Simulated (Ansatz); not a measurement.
## PtP (zincblende structure)

Level of theory: DFT, PBEsol, scalar-relativistic, no spin polarisation; plane waves to 420 eV with PAW datasets (Ansatz 0.2.0), Γ-centred 12×12×12 mesh, 0.05 eV Gaussian smearing. The datasets are Ansatz's generated set soft_2.

```
Pt P
1.0
     0.00000    2.65129    2.65129
     2.65129    0.00000    2.65129
     2.65129    2.65129    0.00000
Pt P
1 1
Direct
  0.00000 0.00000 0.00000
  0.25000 0.25000 0.25000
```

The start was a prototype's sites filled with these elements, not a measured cell.

The cell above was scaled in volume, its shape and atoms being fixed by the lattice's symmetry. Energies are counted from the cell above.

Cell and atoms are those of this level's equilibrium.

```csv
V (Å³/atom),ΔE (meV/atom),P (GPa)
17.89,15.2,6.8
18.26,3.6,3.2
18.64,0.0,0.0
19.01,3.5,-2.9
19.38,13.2,-5.5
```

What do the points give for the equilibrium volume, the bulk modulus and its pressure derivative (third-order Birch–Murnaghan)?

V0 = 18.63 Å³/atom, B0 = 152 GPa, B0′ = 4.8.

B0·V0 = 152.2 GPa × 18.63 Å³ = 17.70 eV/atom sets the scale: near the minimum ΔE ≈ ½ B0 V0 x², with x = V/V0 − 1, and a pressure of 1.5 GPa squeezes the volume by about 1 %. At the ends of the curve: x = −4.0 % predicts 14.1 meV/atom and the run gives 15.2; x = +4.0 % predicts 14.3 meV/atom and the run gives 13.2. Compression costs more and expansion less than the parabola says, since the crystal stiffens as it shrinks; B0′ measures that.

No spin–orbit coupling, a notable omission for heavy elements. The cell is a metal with an odd number of electrons, and spin polarisation wasn't tried.
